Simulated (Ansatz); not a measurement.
# SrCl$_{2}$ (Fm-3m), a film clamped to a substrate

Method: DFT r2SCAN, scalar-relativistic, plane waves, PAW in Ansatz. Cutoff 500 eV, Γ-centred 6×6×6 k-points, Gaussian smearing of 0.05 eV. No spin polarisation. Energies are free energies at this smearing, counted from the undisturbed cell; pressure is positive in compression.

Zero of the scan (as given, not relaxed at this level; it stands at 0.4 GPa, and it needn't be the usual structure):

```xyz
3
Lattice="0.0000 3.4855 3.4855 3.4855 0.0000 3.4855 3.4855 3.4855 0.0000" Properties=species:S:1:pos:R:3 pbc="T T T"
Sr    0.0000    0.0000    0.0000
Cl    1.7428    1.7428    1.7428
Cl    5.2283    5.2283    5.2283
```

The cell (3 atoms, V0 = 84.69 Å³) is strained by p along both x and y and by q along z, fractional coordinates fixed. τp = (1/V0) ∂E/∂p = (σxx + σyy)(1 + p)(1 + q) and τq = (1/V0) ∂E/∂q = σzz(1 + p)², with tension positive.

```
     p q  ΔE (meV/atom)  τp (GPa)  τq (GPa)
 0.000   0.000           0.00     -0.77     -0.39
-0.040   0.000          35.66     -9.79     -2.37
 0.040   0.000          19.22      5.89      0.96
 0.000  -0.040          14.33     -2.58     -3.82
 0.000   0.040           7.28      0.70      2.36
```

Get the second derivatives of the energy density.

Central differences give A = ∂τp/∂p = 196 GPa (C11 + C22 + 2 C12), C = ∂τq/∂q = 77 GPa (C33) and the cross term B = ∂τq/∂p = 42 GPa (C13 + C23); ∂τp/∂q = 41 GPa must equal B, and any difference shows higher-order terms. Steps this large leave an error of some per cent of A or C in all of these, which can swamp a small B. The ions are clamped. In a cubic crystal C11 = C = 77, C12 = B/2 = 20.8 GPa and A should be 2(C11 + C12) = 196 GPa; the bulk modulus is (C11 + 2 C12)/3 = 40 GPa.

A film of this crystal grows with z along the normal on a substrate that imposes p. How does its thickness respond, and what does the misfit cost?

Count p and q from the stress-free cell. A free surface needs τq = 0, so q = −(B/C) p = -0.54 p. The energy density left is (A − B²/C) p²/2 = M p², with the biaxial modulus M = 87 GPa; a misfit of 1 % costs 1.53 meV/atom, against 1.73 meV/atom if the thickness were held.

At p = 0.080 the energies along q are 97.1 (q = -0.080), 76.0 (q = -0.040), 78.9 (q = 0.000), 99.8 (q = 0.040), 135.0 (q = 0.080) meV/atom.

Does the linear rule hold at this misfit?

A parabola through the lowest point and its neighbours has its minimum at q = -0.025, 74.3 meV/atom. With the stress left in the starting cell, τp0 and τq0, linear elasticity gives q = −(τq0 + Bp)/C = -0.038 and E = V0(τp0 p + τq0 q + Ap²/2 + Bpq + Cq²/2)/N = 89.8 meV/atom. The energies differ by more than a tenth, so the quadratic law fails here: the gap holds the anharmonic part, with some error from the wide steps. Cubic terms also shift the vertex of so wide a parabola.